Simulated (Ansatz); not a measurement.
Computed with DFT PBE, scalar-relativistic, plane waves, PAW (Ansatz 0.2.0). All cells share a 420 eV cutoff and Γ-centred k meshes spaced about 0.3 Å⁻¹ or finer (0.25 for metals, 2π included). No spin polarisation.

All energies are static (0 K, no zero-point motion).

Two forms of Zn₂Ga₂O₃ were relaxed alike.

A. Space group P-3m1 (No. 164), trigonal, a = 3.061 Å, c = 12.004 Å. Zn is surrounded by 6 O at 2.15–2.16 Å; Ga is surrounded by 3 O at 2.30 Å; around O on a site of symmetry 3m lie 3 Zn at 2.15 Å and 3 Ga at 2.30 Å; O on a site of symmetry -3m has 6 Zn at 2.16 Å.

B. Space group P-3m1 (No. 164), trigonal, a = 2.981 Å, c = 12.868 Å. Zn has 9 Zn at 2.89–2.98 Å and 1 O at 3.06 Å; around Ga lie 3 O at 1.89 Å and 3 O at 2.23 Å; O on a site of symmetry 3m has 3 Ga at 1.89 Å, 3 O at 2.80 Å, 6 O at 2.98 Å and 1 Zn at 3.06 Å; O on a site of symmetry -3m has 6 Ga at 2.23 Å.

**Question.** Which is lower in energy, and by how much?

**Answer.** B is lower, by 109 meV/atom. A has space group P-3m1 (No. 164), 13.9 Å³/atom and no gap on its mesh; B has space group P-3m1 (No. 164), 14.1 Å³/atom and no gap. Counting O atoms around Ga and Zn (those within 1.25 times the shortest such distance or 1.15 times the sum of covalent radii; a plus sign parts nearer from farther groups; the shortest distance is added where it is long for a bond), A has Zn 6, Ga 3 from 2.3 Å and B has Zn 1 from 3.1 Å, Ga 3+3. Both come from trial cells of a structure search, whose lowest cell (P1, 14.8 Å³/atom) lies 56 meV/atom below the lower of the two.

Weakly bound directions are ill-defined at this level, which has no dispersion term (P-3m1 at 13.9 Å³/atom, P-3m1 at 14.1 Å³/atom), and this can change margins and order among such cells. The zero gap of P-3m1 at 13.9 Å³/atom may come from the functional, which often closes small gaps, or the cell may be a true semimetal. Trial moments fell under 0.15 μB along the way in P-3m1; another start might hold them. Cells relaxed within their symmetry can be saddle points. Some candidate types were left out of the draw beforehand, so a known form may be missing.
